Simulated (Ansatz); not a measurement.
**Fields on a plane of CoSi2 (fluorite type, space group Fm-3m)**

```
CELL_PARAMETERS angstrom
      0.00000     2.65746     2.65746
      2.65746     0.00000     2.65746
      2.65746     2.65746     0.00000
ATOMIC_POSITIONS crystal
  Co 0.00000 0.00000 0.00000
  Si 0.25000 0.25000 0.25000
  Si 0.75000 0.75000 0.75000
```

The slice is a {110} plane (indices of the conventional cell) through the point (0.750, 0.750, 0.750) (fractional), spanned by u = [100] and v = [1 -1 -1] in vectors of this cell: u (3.76 Å) and v (5.31 Å, at 90° to u). It covers one period; positions are fractions (u, v).

Atoms on it: Co at (0.50, 0.75); Si at (0.00, 0.50); Si at (0.00, 0.00).

These are r2SCAN (plane waves to 500 eV, PAW, scalar-relativistic; Ansatz, a quantum-chemistry and plane-wave program) values and carry that method's errors. k mesh 15×15×15. Near the nuclei the fields are pseudised (PAW); where an atom keeps semicore shells as valence, they peak there. CoSi2 is run without spin polarisation. CoSi2 was relaxed with its symmetry unable to fall.

```
|xxxxxxxx00444433444400xxxxxx|
|xxxxxxxx00xxxxxxxxxx00xxxxxx|
|xxxxxx00xxxxxxxxxxxxxx00xxxx|
|00113322xxxxxxxxxxxxxx223311|
|44445522xxxxxxxxxxxxxx225544|
|00113322xxxxxxxxxxxxxx223311|
|xxxxxx00xxxxxxxxxxxxxx00xxxx|
|xxxxxxxx00xxxxxxxxxx00xxxxxx|
|xxxxxxxx00444433444400xxxxxx|
|xxxxxxxx00667777776600xxxxxx|
|xxxxxxxx11668899886611xxxxxx|
|xxxxxxxx33779999997733xxxxxx|
|xxxxxx226688999999886622xxxx|
|0011336688999999999988663311|
|4444667788999999999988776644|
|0011336688999999999988663311|
|xxxxxx226688999999886622xxxx|
|xxxxxxxx33779999997733xxxxxx|
|xxxxxxxx11668899886611xxxxxx|
|xxxxxxxx00667777776600xxxxxx|
```
Scale: ten equal steps from 4.26 (start of '0') to 12.59 (end of '9'), in the order '0123456789'. Values: electrostatic potential energy of an electron, from the cell's mean, in eV. The map has 14 points along u (two characters each, u = 0 at the left) and 20 along v (v = 0 in the bottom row). Points within 1 Å of a nucleus are blanked (x), as the pseudised field means little there. The zero, the cell's mean, hangs on the PAW cores.

```
|xxxx**@@%%++--::--++%%@@**xx|
|==**@@@@**::::::::::**@@@@**|
|%%@@@@##--::++##++::--##@@@@|
|@@@@%%==::++xxxxxx++::==%%@@|
|@@%%##--::**xxxxxx**::--##%%|
|@@@@%%==::++xxxxxx++::==%%@@|
|%%@@@@##--::++##++::--##@@@@|
|==**@@@@**::::::::::**@@@@**|
|xxxx**@@%%++--::--++%%@@**xx|
|xxxx==%%%%**==--==**%%%%==xx|
|xxxx--****==--::--==****--xx|
|======++==::......::==++====|
|%%%%**==::..      ..::==**%%|
|@@%%##==..          ..==##%%|
|@@%%**--..          ..--**%%|
|@@%%##==..          ..==##%%|
|%%%%**==::..      ..::==**%%|
|======++==::......::==++====|
|xxxx--****==--::--==****--xx|
|xxxx==%%%%**==--==**%%%%==xx|
```
Scale: ten equal steps from 0.01 (start of ' ') to 0.73 (end of '@'), in the order ' .:-=+*#%@'. Values: electron localisation function (ELF). The map has 14 points along u (two characters each, u = 0 at the left) and 20 along v (v = 0 in the bottom row). Points within 0.5 Å of a nucleus are blanked (x), as the pseudised field means little there.

- Density on the Co–Si line (2.30 Å) at its midpoint = 0.51 e/Å³
- ELF at that point = 0.5
- ELF maximum in the middle third of the Co–Si line = 0.73, 1.4 Å from Co
